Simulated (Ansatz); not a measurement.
## Structures of Ba2Sr: which is lowest?

Plane-wave DFT in Ansatz with scalar-relativistic PAW potentials, cutoff 420 eV, Γ-centred meshes chosen by cell and gap, Gaussian smearing with energies taken to zero width. Every cell was relaxed (cell and atoms) in a run of its own, within the symmetry of its start. Functional: PBE.

Relaxed structures (starts from databases or built by putting these elements on another compound's sites):
A. Immm, 3 atoms in the computed cell, a = 4.150 Å, b = 7.326 Å, c = 12.088 Å; sites (symmetry × multiplicity) Ba mm2 × 4, Sr mmm × 2; start: built
B. I4_1/amd, 6 atoms in the computed cell, a = 4.233 Å, c = 41.304 Å; sites (symmetry × multiplicity) Ba 2mm. × 8, Sr -4m2 × 4; start: built

Task: Rank them by energy. Could pressure change the order?

Result:
| structure | group | E − E(lowest) (meV/atom) | V (Å³/atom) | gap on mesh (eV) |
| --- | --- | --- | --- | --- |
| A | Immm | 0.0 | 61.26 | 0.00 |
| B | I4_1/amd | 1.8 | 61.68 | 0.00 |

A and B are level within the 5 meV/atom that separate runs leave open. The two lowest differ in volume by under 3 %, too little for a first-order estimate of what pressure does to that pair (other pairs aren't weighed here). Other structures may lie lower than all of these, and vibrations aren't counted.

Spin-orbit coupling is left out, which matters for the bands of heavy elements.